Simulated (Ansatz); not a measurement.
LuTe (rock salt, Fm-3m) under volume change, plane-wave PAW PBEsol (Ansatz code), scaled uniformly.

```json
[
 {"V (Å³/atom)": "23.957", "E − E(relaxed) (meV/atom)": "57.8", "P (GPa)": "8.49"},
 {"V (Å³/atom)": "24.747", "E − E(relaxed) (meV/atom)": "24.3", "P (GPa)": "5.20"},
 {"V (Å³/atom)": "25.537", "E − E(relaxed) (meV/atom)": "?", "P (GPa)": "?"},
 {"V (Å³/atom)": "26.326", "E − E(relaxed) (meV/atom)": "0.0", "P (GPa)": "0.00"},
 {"V (Å³/atom)": "27.116", "E − E(relaxed) (meV/atom)": "?", "P (GPa)": "?"},
 {"V (Å³/atom)": "27.906", "E − E(relaxed) (meV/atom)": "19.5", "P (GPa)": "-3.74"},
 {"V (Å³/atom)": "28.696", "E − E(relaxed) (meV/atom)": "41.6", "P (GPa)": "-5.21"}
]
```

Problem. Some entries are withheld; supply them.

Solution. 
- 25.537, E − E(relaxed) (meV/atom): 5.7
- 25.537, P (GPa): 2.39
- 27.116, E − E(relaxed) (meV/atom): 5.2
- 27.116, P (GPa): -2.03

Problem. What does a third-order Birch–Murnaghan fit give for V₀, B₀ and B′?

Solution. V₀ = 26.33 Å³/atom, B₀ = 73.1 GPa, B′ = 4.4.

The workflow started from an entry of the Crystallography Open Database (COD). Its standing as an ambient phase is unchecked. The cell was relaxed with PBEsol under the symmetry of its start; its stability against distortions is not shown here. Scalar-relativistic: spin–orbit coupling is off unless named, which matters more the heavier the elements.

Potentials: the later of the program's two PAW sets.
